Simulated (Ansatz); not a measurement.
Relaxation path: zincblende InP (110), 3 layers

DFT, PBE, PAW with Ansatz's default frozen-core files, scalar-relativistic (Ansatz 0.2.0); a Γ-centred 6×5×1 k mesh, Fermi–Dirac smearing of 0.02 eV, no spin polarisation. The run relaxes the atoms in the fixed cell.

Command: `ansatz run input.yaml --threads 2 --pin off --max-ram 4096MiB --backend cpu --events-out ev --progress --plain --runs-dir out` It took 44 s on 2 threads of Intel(R) Xeon(R) Platinum 8488C (Sapphire Rapids) (shared host), peak memory 0.72 GiB.

```yaml
crystal:
  lattice:
    - [4.2139839818, 0.0, 0.0]
    - [0.0, 5.9594732987, 0.0]
    - [0.0, 0.0, 20.214]
  atoms:
    - { symbol: In, position: [0.25, 0.125, 0.3957657074] }
    - { symbol: P, position: [0.75, 0.875, 0.3957657074] }
    - { symbol: In, position: [0.75, 0.625, 0.5] }
    - { symbol: P, position: [0.25, 0.375, 0.5] }
    - { symbol: In, position: [0.25, 0.125, 0.6042342926] }
    - { symbol: P, position: [0.75, 0.875, 0.6042342926] }
kpoints:
  mp_grid: { grid: [6, 5, 1] }
scf:
  occupations: { method: fermi_dirac, width: 0.02 }
hamiltonian:
  xc: pbe
  pseudopotentials: { kind: paw }
output:
  forces: true
  stress: true
  eigenvalues: true
relax:
  f_tol: 0.01
  max_steps: 40
efield:
  axis: 3
  amplitude: 0
  dipole_correction: true
```

Each step lists its free energy a cell above the last geometry, and Cartesian positions (Å) with forces (eV/Å).

The first step:

```
step 1  dF = 1071.12 meV
  In 1.0535 0.7449 8.0000   0.0000 -1.1291 0.7401
  P 3.1605 5.2145 8.0000   0.0000 0.4691 -1.1024
  In 3.1605 3.7247 10.1070   0.0000 0.5705 0.0000
  P 1.0535 2.2348 10.1070   0.0000 0.7494 0.0000
  In 1.0535 0.7449 12.2140   0.0000 -1.1291 -0.7401
  P 3.1605 5.2145 12.2140   0.0000 0.4691 1.1024
```

**Question.** Where does the relaxation end, and by which steps?

**Answer.** After 5 geometries, with a shortest distance of 2.541 Å. The further steps:
```
step 2  dF = 236.46 meV
  In 1.0535 0.6099 8.1406   0.0000 -0.2090 0.7394
  P 3.1605 5.2133 7.8332   0.0000 -0.0683 -0.4651
  In 3.1605 3.8735 10.1070   0.0000 0.3873 0.0000
  P 1.0535 2.3585 10.1070   0.0000 0.1694 0.0001
  In 1.0535 0.6099 12.0734   0.0000 -0.2090 -0.7394
  P 3.1605 5.2133 12.3808   0.0000 -0.0683 0.4652
step 3  dF = 7.68 meV
  In 1.0535 0.5341 8.3196   0.0000 0.1248 0.1574
  P 3.1605 5.1985 7.7624   0.0000 -0.0422 0.0408
  In 3.1605 3.9654 10.1070   0.0000 0.0933 -0.0006
  P 1.0535 2.4479 10.1070   0.0000 -0.2579 0.0010
  In 1.0535 0.5341 11.8944   0.0000 0.1256 -0.1578
  P 3.1605 5.1985 12.4516   0.0000 -0.0419 -0.0399
step 4  dF = 0.39 meV
  In 1.0535 0.5339 8.3531   0.0000 0.0430 -0.0005
  P 3.1605 5.2011 7.7778   0.0000 -0.0269 0.0019
  In 3.1605 3.9682 10.1069   0.0000 0.0192 0.0008
  P 1.0535 2.4399 10.1071   0.0000 -0.0499 -0.0008
  In 1.0535 0.5341 11.8609   0.0000 0.0420 0.0013
  P 3.1605 5.2012 12.4362   0.0000 -0.0273 -0.0027
step 5  dF = 0.00 meV
  In 1.0535 0.5386 8.3473   0.0000 -0.0014 0.0043
  P 3.1605 5.1976 7.7773   0.0000 0.0001 -0.0034
  In 3.1605 3.9710 10.1071   0.0000 -0.0058 -0.0010
  P 1.0535 2.4350 10.1070   0.0000 0.0079 0.0003
  In 1.0535 0.5386 11.8667   0.0000 -0.0010 -0.0047
  P 3.1605 5.1976 12.4367   0.0000 0.0002 0.0046
step 6  dF = 0.00 meV  (same geometry, solved once more)
  In 1.0535 0.5386 8.3473   0.0000 -0.0013 0.0043
  P 3.1605 5.1976 7.7773   0.0000 0.0001 -0.0035
  In 3.1605 3.9710 10.1071   0.0000 -0.0058 -0.0009
  P 1.0535 2.4350 10.1070   0.0000 0.0079 0.0001
  In 1.0535 0.5386 11.8667   0.0000 -0.0011 -0.0046
  P 3.1605 5.1976 12.4367   0.0000 0.0001 0.0045
```
